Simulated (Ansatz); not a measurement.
# Structures of TiSi2: which is lowest?

Plane-wave DFT in Ansatz with scalar-relativistic PAW potentials, cutoff 500 eV, Γ-centred meshes chosen by cell and gap, Gaussian smearing with energies taken to zero width. Every cell was relaxed (cell and atoms) in a run of its own, within the symmetry of its start. Functional: r2SCAN.

Relaxed structures (starts from databases or built by putting these elements on another compound's sites):
A. Cmcm, 6 atoms in the computed cell, a = 3.528 Å, b = 13.511 Å, c = 3.565 Å; sites (symmetry × multiplicity) Ti m2m × 4, Si m2m × 4 + m2m × 4; start: database
B. Fddd, 6 atoms in the computed cell, a = 4.781 Å, b = 8.232 Å, c = 8.516 Å; sites (symmetry × multiplicity) Ti 222 × 8, Si .2. × 16; start: database
C. Immm, 3 atoms in the computed cell, a = 2.946 Å, b = 3.392 Å, c = 8.365 Å; sites (symmetry × multiplicity) Ti mmm × 2, Si mm2 × 4; start: database

Q: Rank them by energy. Could pressure change the order?

A:
```tsv
structure	group	E − E(lowest) (meV/atom)	V (Å³/atom)	gap on mesh (eV)
A	Cmcm	0.0	14.16	0.00
B	Fddd	23.7	13.96	0.00
C	Immm	201	13.93	0.00
```

A is lowest, 24 meV/atom under B. The two lowest differ in volume by under 3 %, too little for a first-order estimate of what pressure does to that pair (other pairs aren't weighed here); with rigid cells even 3 % in favour of the higher one would need about 9 GPa. Other structures may lie lower than all of these, and vibrations aren't counted.